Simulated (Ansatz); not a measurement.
Polymorphs of GaN, each relaxed with the program Ansatz at the r²SCAN level (PAW):

A: P-6m2, a = b = 2.937 Å, c = 2.651 Å, α = β = 90.00°, γ = 120.00°

B: I4mm, a = 2.8530 Å, b = 2.8530 Å, c = 4.9391 Å, α = 90.00°, β = 90.00°, γ = 90.00°

C: zinc blende (F-43m), a = b = c = 4.498 Å, α = β = γ = 90.00°

D: wurtzite (P6_3mc), a = 3.1833 Å, b = 3.1833 Å, c = 5.1838 Å, α = 90.00°, β = 90.00°, γ = 120.00°

E: rock salt (Fm-3m), a = b = c = 4.2173 Å, α = β = γ = 90.00°

Question: Put the candidates in order of energy per atom at 0 K, lowest first, for r²SCAN.

Answer: D (+0 meV/atom), C (+7 meV/atom), B (+434 meV/atom), E (+475 meV/atom), A (+1020 meV/atom)

Question: Give each one's gap.

Answer: A no gap; B 0.75 eV; C 2.17 eV; D 2.35 eV; E 1.17 eV.

Constructed cells (a structure type filled with these elements, in neither database checked): A. Not the usual ambient phase: A; B; E. All cells were relaxed under the symmetry of their starts (and spin orders); stability against distortions was not tested throughout. Scalar-relativistic: spin–orbit coupling is off unless named, which matters more the heavier the elements.

Energies hold the estimated change up to a 700 eV cutoff; steps of a few meV lie near the error of the meshes.

Potentials: the earlier of the program's two PAW sets.
